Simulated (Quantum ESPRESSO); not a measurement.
Ru4AlZr2Rh, input and log of a self-consistent run

Simulated, not a measurement. The program is pw.x of Quantum ESPRESSO 7.5 (plane-wave density functional theory). The cell is made up: eight metal atoms on a face-centred cubic lattice, with elements, volume, strain and displacements drawn at random and not relaxed, so it may be unstable or far from any real phase. PseudoDojo standard norm-conserving files set the functional (PBE unless stated); there is no spin polarisation or spin-orbit coupling, the Fermi-Dirac width of 0.25 eV means electrons at about 2900 K, and the masses in the input are unused placeholders. A spin test at this wide smearing found no moment, but such smearing suppresses magnetism that the real alloy may have.

Input:

```
&control calculation='scf', pseudo_dir='./dojo.nc.sr.pbe.v0_5.standard.upf', outdir='./o', disk_io='minimal', tprnfor=.true., tstress=.true. /
&system ibrav=0, nat=8, ntyp=4, nbnd=71, ecutwfc=87.97787729, nosym=.true., tot_charge=0,
 occupations='smearing', smearing='fd', degauss=0.0183746611
/
&electrons conv_thr=1.470e-08, electron_maxstep=70, mixing_beta=0.5 /
ATOMIC_SPECIES
Al 1.0 Al.upf
Rh 1.0 Rh.upf
Ru 1.0 Ru.upf
Zr 1.0 Zr.upf
CELL_PARAMETERS angstrom
0.0211 1.9867 1.9604
-4.0534 -0.009 -0.0331
0.0481 -7.9168 7.8114
ATOMIC_POSITIONS angstrom
Ru -0.0514 0.0713 -0.0078
Ru -0.0354 -2.0822 2.0827
Al -0.0393 -3.9431 3.9787
Ru 0.1056 -5.8753 5.7603
Zr -2.0455 0.0269 1.8942
Ru -1.9817 -1.8729 3.8994
Zr -2.0112 -3.967 5.8585
Rh -1.8971 -5.9961 7.7132
K_POINTS automatic
8 6 2 1 1 1
```

The log is shortened where brackets say so; the opening notice, blank lines, dates and the lines on written files are dropped, and the path of the files is cut. It prints rydbergs, bohrs and kilobars, and counts compression as positive stress. Its total energy is the free energy E - TS of the whole cell.

```
     Program PWSCF v.7.5
     Parallel version (MPI & OpenMP), running on       4 processor cores
     Number of MPI processes:                 4
     Threads/MPI process:                     1
     [start-up lines left out]
     bravais-lattice index     =            0
     lattice parameter (alat)  =       5.2745  a.u.
     unit-cell volume          =     848.9686 (a.u.)^3
     number of atoms/cell      =            8
     number of atomic types    =            4
     number of electrons       =       108.00
     number of Kohn-Sham states=           71
     kinetic-energy cutoff     =      87.9779  Ry
     charge density cutoff     =     351.9115  Ry
     scf convergence threshold =      1.5E-08
     mixing beta               =       0.5000
     number of iterations used =            8  plain     mixing
     Exchange-correlation= PBE
                           (   1   4   3   4   0   0   0)
     [axes and pseudopotential details left out]
   Cartesian axes
     site n.     atom                  positions (alat units)
         1        Ru     tau(   1) = (  -0.0184153   0.0255449  -0.0027945  )
         2        Ru     tau(   2) = (  -0.0126829  -0.7459973   0.7461764  )
         3        Al     tau(   3) = (  -0.0140802  -1.4127087   1.4254632  )
         4        Ru     tau(   4) = (   0.0378337  -2.1049649   2.0637635  )
         5        Zr     tau(   5) = (  -0.7328487   0.0096376   0.6786419  )
         6        Ru     tau(   6) = (  -0.7099908  -0.6710106   1.3970521  )
         7        Zr     tau(   7) = (  -0.7205599  -1.4212714   2.0989459  )
         8        Rh     tau(   8) = (  -0.6796809  -2.1482444   2.7634360  )
     number of k points=    48  Fermi-Dirac smearing, width (Ry)=  0.0184
                       cart. coord. in units 2pi/alat
        k(    1) = (  -0.0581152  -0.0000377   0.0896494), wk =   0.0416667
        k(    2) = (  -0.0575814   0.0881050   0.0003186), wk =   0.0416667
     [further k points left out]
     Dense  grid:    94649 G-vectors     FFT dimensions: (  32,  45, 125)
     Estimated max dynamical RAM per process >     311.35 MB
     Estimated total dynamical RAM >       1.15 GB
     Initial potential from superposition of free atoms
     starting charge     107.9891, renormalised to     108.0000
     Starting wfcs are   74 randomized atomic wfcs
     total cpu time spent up to now is        5.5 secs
     per-process dynamical memory:   244.3 Mb
     Self-consistent Calculation
     iteration #  1     ecut=    87.98 Ry     beta= 0.50
     Davidson diagonalization with overlap
     ethr =  1.00E-02,  avg # of iterations =  4.9
     total cpu time spent up to now is       20.4 secs
     total energy              =   -1247.80848682 Ry
     estimated scf accuracy    <       4.52054054 Ry
     iteration #  2     ecut=    87.98 Ry     beta= 0.50
     Davidson diagonalization with overlap
     ethr =  4.19E-03,  avg # of iterations =  3.4
     total cpu time spent up to now is       35.1 secs
     total energy              =   -1245.58788548 Ry
     estimated scf accuracy    <      72.61410228 Ry
     iteration #  3     ecut=    87.98 Ry     beta= 0.50
     Davidson diagonalization with overlap
     ethr =  4.19E-03,  avg # of iterations =  5.6
     total cpu time spent up to now is       51.5 secs
     total energy              =   -1247.93557293 Ry
     estimated scf accuracy    <      67.07410618 Ry
     iteration #  4     ecut=    87.98 Ry     beta= 0.50
     Davidson diagonalization with overlap
     ethr =  4.19E-03,  avg # of iterations =  3.6
     total cpu time spent up to now is       64.3 secs
     total energy              =   -1249.43088198 Ry
     estimated scf accuracy    <      24.95644060 Ry
     iteration #  5     ecut=    87.98 Ry     beta= 0.50
     Davidson diagonalization with overlap
     ethr =  4.19E-03,  avg # of iterations =  2.8
     total cpu time spent up to now is       75.7 secs
     total energy              =   -1250.29236838 Ry
     estimated scf accuracy    <      12.03898433 Ry
     [iterations 6 to 14 left out]
     iteration # 15     ecut=    87.98 Ry     beta= 0.50
     Davidson diagonalization with overlap
     ethr =  2.47E-10,  avg # of iterations =  2.1
     total cpu time spent up to now is      192.9 secs
     total energy              =   -1250.46731135 Ry
     estimated scf accuracy    <       0.00000357 Ry
     iteration # 16     ecut=    87.98 Ry     beta= 0.50
     Davidson diagonalization with overlap
     ethr =  2.47E-10,  avg # of iterations =  2.0
     total cpu time spent up to now is      203.8 secs
     total energy              =   -1250.46731141 Ry
     estimated scf accuracy    <       0.00000120 Ry
     iteration # 17     ecut=    87.98 Ry     beta= 0.50
     Davidson diagonalization with overlap
     ethr =  2.47E-10,  avg # of iterations =  1.7
     total cpu time spent up to now is      214.5 secs
     total energy              =   -1250.46731147 Ry
     estimated scf accuracy    <       0.00000017 Ry
     iteration # 18     ecut=    87.98 Ry     beta= 0.50
     Davidson diagonalization with overlap
     ethr =  1.61E-10,  avg # of iterations =  1.0
     total cpu time spent up to now is      224.6 secs
     total energy              =   -1250.46731145 Ry
     estimated scf accuracy    <       0.00000087 Ry
     iteration # 19     ecut=    87.98 Ry     beta= 0.50
     Davidson diagonalization with overlap
     ethr =  1.61E-10,  avg # of iterations =  1.0
     total cpu time spent up to now is      234.6 secs
     End of self-consistent calculation
     [lines on levels left out]
!    total energy              =   -1250.46731148 Ry
     estimated scf accuracy    <          3.4E-09 Ry
     smearing contrib. (-TS)   =      -0.13366975 Ry
     internal energy E=F+TS    =   -1250.33364172 Ry
     The total energy is F=E-TS. E is the sum of the following terms:
     one-electron contribution =    -418.95555605 Ry
     hartree contribution      =     274.78547165 Ry
     xc contribution           =    -216.91858071 Ry
     ewald contribution        =    -889.24497661 Ry
     convergence has been achieved in  19 iterations
     Forces acting on atoms (cartesian axes, Ry/au):
     atom    1 type  3   force =     0.01991196    0.01012497   -0.03393671
     atom    2 type  3   force =     0.01373611    0.00191092    0.00186863
     atom    3 type  1   force =     0.01972986    0.04706728   -0.06149284
     atom    4 type  3   force =    -0.01845951   -0.03482658    0.02772307
     atom    5 type  4   force =     0.00031156   -0.00545822    0.00981727
     atom    6 type  3   force =    -0.01922119   -0.03712400    0.03256551
     atom    7 type  4   force =     0.00429921    0.00165726    0.01334307
     atom    8 type  2   force =    -0.02030800    0.01664837    0.01011201
     Total force =     0.120334     Total SCF correction =     0.000276
     Computing stress (Cartesian axis) and pressure
          total   stress  (Ry/bohr**3)                   (kbar)     P=       38.74
   0.00016171  -0.00000898  -0.00014246           23.79       -1.32      -20.96
  -0.00000898   0.00031381   0.00040480           -1.32       46.16       59.55
  -0.00014246   0.00040480   0.00031460          -20.96       59.55       46.28
     init_run     :      5.08s CPU      5.29s WALL (       1 calls)
     electrons    :    224.04s CPU    229.11s WALL (       1 calls)
     forces       :      1.81s CPU      1.83s WALL (       1 calls)
     stress       :      6.25s CPU      6.26s WALL (       1 calls)
     [timing details left out]
     PWSCF        :   3m57.41s CPU   4m 2.76s WALL
     JOB DONE.
```

In other units: free energy -17013.475 eV for the cell, pressure 3.87 GPa, largest force component 1.581 eV/Å in size. The run took 244 s of wall time with four MPI processes on a shared machine (Intel Xeon, 2023 or later, virtual cores), so the time is rough. A rerun of this cell at a higher cutoff and on a denser mesh moved values by no more than 0.014 eV in energy, 0.07 GPa in stress and 0.013 eV/Å in force, and a second program with other atomic files agreed on that cell to 2 % rms in force and 0.5 GPa in pressure.